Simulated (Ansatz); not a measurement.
WSe$_{2}$:
Space group P6₃/mmc (No. 194); a = 3.303 Å, b = 3.303 Å, c = 13.227 Å, α = 90.00°, β = 90.00°, γ = 120.00°

| atom | site | symmetry | x | y | z |
|---|---|---|---|---|---|
| W | 2d | -6m2 | 0.6667 | 0.3333 | 0.2500 |
| Se | 4f | 3m. | 0.3333 | 0.6667 | 0.1242 |

Relaxed at zero pressure with the program Ansatz at the r²SCAN+D4 level (PAW).

Q: The volume is raised by 3 % and shape and atoms relax at that volume. What pressure results, and how do the axes share the change?

A: -0.8 GPa; a 0.3 %, b 0.3 %, c 2.4 %; the energy rises by 2 meV/atom.

Q: Give the new structure.

A: 
Space group P6₃/mmc (No. 194); a = b = 3.3121 Å, c = 13.5461 Å, α = β = 90.00°, γ = 120.00°

| atom | site | symmetry | x | y | z |
|---|---|---|---|---|---|
| W | 2d | -6m2 | 0.6667 | 0.3333 | 0.2500 |
| Se | 4f | 3m. | 0.3333 | 0.6667 | 0.1273 |

The phase is kept; no other phase was compared at this pressure.

Space group P6_3/mmc. The cell was relaxed with r²SCAN+D4 under the symmetry of its start; of distortions, only those at the zone centre were tested. The run is not spin-polarised. Scalar-relativistic: spin–orbit coupling is off unless named, which matters more the heavier the elements.

Potentials: the later of the program's two PAW sets.
